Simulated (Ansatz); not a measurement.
A crystal relaxed with r2SCAN in the plane-wave code Ansatz has space group P-43m (No. 215) and a = 5.624 Å.

| atom | site | x | y | z |
| --- | --- | --- | --- | --- |
| P | 3d | 0.5000 | 0.0000 | 0.0000 |
| Ga | 4e | 0.2377 | 0.7623 | 0.7623 |
| Xx | 1b | 0.5000 | 0.5000 | 0.5000 |

With r2SCAN the gap is 0.74 eV and direct, at Γ. With HSE06 the gap is 1.09 eV and direct, at Γ. Meshes: r2SCAN 4×4×4, HSE06 4×4×4. r2SCAN's ε∞ is 10.9 in all directions.

Problem. Which element is Xx?
A. Sb
B. Bi
C. Ta
D. V

Solution. A. Xx is Sb: Ga4SbP3 as one 8-atom ordering (P-43m) on the zincblende lattice. P is surrounded by 4 Ga at 2.40 Å; Ga is surrounded by 3 P at 2.40 Å and 1 Sb at 2.55 Å; Sb is surrounded by 4 Ga at 2.55 Å.

Values at 0 K without nuclear motion; spin polarisation is off, and the phase may be a hypothetical one.

No spin-orbit coupling is included; it can move band edges with weight on the heavy atoms by tenths of an eV.

The meshes of the hybrids are coarse, so their gaps aren't converged to the digits shown.

For a response run the program warns that the ground state's bands aren't all converged, so ε∞ carries an extra error.
